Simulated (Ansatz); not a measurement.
The relaxed structure here is a generated cell of CrGe: the first start was made by placing the elements on the sites of a structure type, and the end was not matched to a known phase here, so it may be hypothetical.

The start is a generated cell, CrGe placed in the AFLOW prototype AB_oF8_69_a_b (B24, as in TlF). The cell and all atomic positions are relaxed at zero pressure with r2SCAN (plane waves to 500 eV, PAW, scalar-relativistic; Ansatz, an electronic-structure program). The first steps use a coarse 8×8×8 k-mesh.

Initial structure:
```yaml
crystal:
  lattice:
    - [0.00000, 2.47390, 2.73728]
    - [2.33209, 0.00000, 2.73728]
    - [2.33209, 2.47390, 0.00000]
  atoms:
    - { symbol: Ge, position: [0.00000, 0.00000, 0.00000] }
    - { symbol: Cr, position: [0.50000, 0.50000, 0.50000] }
```
Spin-polarised start, with parallel moments on Cr.

How large is the pressure on the unrelaxed cell, and of which sign?

+6 GPa (positive: the cell is compressed).

By how much does the energy per atom fall from start to end?

0.11 eV/atom.

How does the volume per atom move from start to end?

+1.8 %, from 15.79 to 16.08 Å³/atom.

How do the shortest distances between atoms change?

The closest pairs of elements (up to four, under 3.6 Å), start → end: Cr–Ge 2.33 → 2.52 Å; Ge–Ge 3.40 → 3.57 Å; Cr–Cr 3.40 → 3.57 Å.

What band gap does the relaxed structure have at this level?

Zero (metallic).

What magnetic moments remain?

Net 1.22 μB/atom, ferromagnetic.

What does it relax into? Give the structure.


Space group Fm-3m (No. 225); a = 5.0481 Å, b = 5.0481 Å, c = 5.0481 Å, α = 90.00°, β = 90.00°, γ = 90.00°

```csv
atom,site,symmetry,x,y,z
Ge,4a,m-3m,0.0000,0.0000,0.0000
Cr,4b,m-3m,0.5000,0.5000,0.5000
```
(The calculation used a cell of 2 atoms; values per cell refer to that cell.)

Final values are on a 16×16×16 k-mesh of the relaxed cell. Spin state reached: ferromagnetic (net 1.22 μB/atom), from parallel starting moments; other spin orders were not run from this start.

The run could not lose the symmetry of its start: the end is stationary, and may be a saddle point rather than a minimum.

All atoms sit on sites fixed by symmetry, so only the cell could relax.
